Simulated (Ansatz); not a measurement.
## Equation of state of LaMg$_{2}$

A database entry relaxed whole under r2SCAN (Fd-3m):

```xyz
6
Lattice="0.0000 4.4012 4.4012 4.4012 0.0000 4.4012 4.4012 4.4012 0.0000" Properties=species:S:1:pos:R:3 pbc="T T T"
La    6.6018    6.6018    6.6018
La    4.4012    4.4012    4.4012
Mg    1.1003    1.1003    1.1003
Mg    1.1003    3.3009    3.3009
Mg    3.3009    3.3009    1.1003
Mg    3.3009    1.1003    3.3009
```

The cell was scaled uniformly, its shape held, and the atoms relaxed at each volume with plane-wave PAW DFT (Ansatz 0.2.0; r2SCAN, 500 eV, 7×7×7 Γ-centred mesh, fermi-dirac occupations of width 0.100 eV; no spin, no spin-orbit coupling). One row is withheld.

```json
{"volume (Å³/atom)": "26.713", "energy over the lowest (meV/atom)": "11.6", "pressure (GPa)": "2.52"}
{"volume (Å³/atom)": "27.282", "energy over the lowest (meV/atom)": "4.7", "pressure (GPa)": "1.60"}
{"volume (Å³/atom)": "27.850", "energy over the lowest (meV/atom)": "0.9", "pressure (GPa)": "0.75"}
{"volume (Å³/atom)": "28.418", "energy over the lowest (meV/atom)": "0.0", "pressure (GPa)": "-0.01"}
{"volume (Å³/atom)": "28.987", "energy over the lowest (meV/atom)": "?", "pressure (GPa)": "?"}
{"volume (Å³/atom)": "29.555", "energy over the lowest (meV/atom)": "5.8", "pressure (GPa)": "-1.36"}
{"volume (Å³/atom)": "30.124", "energy over the lowest (meV/atom)": "12.0", "pressure (GPa)": "-1.95"}
```

Question: Fit the pressures of the other rows to the third-order Birch-Murnaghan form.

Answer: With f = [(V₀/V)^(2/3) − 1]/2 and P = 3B₀f(1 + 2f)^(5/2)[1 + 3(B₀′ − 4)f/2], least squares gives V₀ = 28.41 Å³ an atom, B₀ = 36.8 GPa and B₀′ = 3.5; the rows miss the fit by less than 0.01 GPa. The slope of the energies differs from these pressures by 0.10 GPa, since they are taken to zero smearing while pressures follow the free energy.

Question: What does the withheld row hold?

Answer: The fit gives -0.72 GPa at 28.987 Å³; the run gave -0.72 GPa and 1.7 meV an atom.

Caveats: the shape of the cell was held; 0 K, fixed nuclei; the symmetry was kept, and this need not be the phase that is stable at 0 K; one mesh for all volumes; pressure is positive in compression.
